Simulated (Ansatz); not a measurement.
# Which functional gives which lattice for CeO2?

Starting cell:

Space group Fm-3m (No. 225). a = 5.410 Å, b = 5.410 Å, c = 5.410 Å, α = 90.00°, β = 90.00°, γ = 90.00°
```json
{"atom": "Ce", "site": "4a", "symmetry": "m-3m", "x": "0.0000", "y": "0.0000", "z": "0.0000"}
{"atom": "O", "site": "8c", "symmetry": "-43m", "x": "0.2500", "y": "0.7500", "z": "0.7500"}
```

Ansatz, plane waves and PAW, scalar-relativistic (no spin–orbit coupling), 8×8×8 k-mesh. No spin polarisation. In the setting of the table the starting cell (space group Fm-3m) has 3.825 × 3.825 × 3.825 Å, angles 60.0 / 60.0 / 60.0°. Each functional was followed to zero pressure by scaling the cell, shape and atoms held, then fitted over four more volumes within ±4 % of it.

Task: What cell, stiffness and gap does each give?

Result: 
```tsv
functional	V0 (Å³/atom)	cell	B0 (GPa)	B′ from the pressures	gap on the mesh	cutoff (eV)
PBEsol + D3(BJ)	12.89	3.796 × 3.796 × 3.796 Å, angles 60.0 / 60.0 / 60.0°	201	4.4	2.04 eV	420
r2SCAN + D4	13.32	3.837 × 3.837 × 3.837 Å, angles 60.0 / 60.0 / 60.0°	194	4.4	2.22 eV	500
revPBE	13.82	3.885 × 3.885 × 3.885 Å, angles 60.0 / 60.0 / 60.0°	164	4.5	1.86 eV	420
revPBE + D4	13.35	3.840 × 3.840 × 3.840 Å, angles 60.0 / 60.0 / 60.0°	177	4.5	1.96 eV	420
rPW86-PBE + rVV10	13.85	3.887 × 3.887 × 3.887 Å, angles 60.0 / 60.0 / 60.0°	174	4.4	1.84 eV	420
```

The volumes span 7.4 %, from PBEsol + D3(BJ) to rPW86-PBE + rVV10. The stiffness doesn't follow the volume steadily: stiffest PBEsol + D3(BJ) (201 GPa at 12.89 Å³/atom), softest revPBE (164 GPa at 13.82 Å³/atom), yet rPW86-PBE + rVV10 is stiffer than revPBE in a larger cell (174 against 164 GPa). Adding D4 to revPBE pulls the cell in by 3.4 %.

Caveats: gaps at these levels are rough, and mostly too small.

Points behind the fit for PBEsol + D3(BJ):

```tsv
V (Å³/atom)	E − Emin (meV/atom)	P (GPa)
12.378	13.89	8.95
12.636	3.33	4.24
12.894	0.00	0.00
13.152	3.12	-3.80
13.410	12.10	-7.21
```
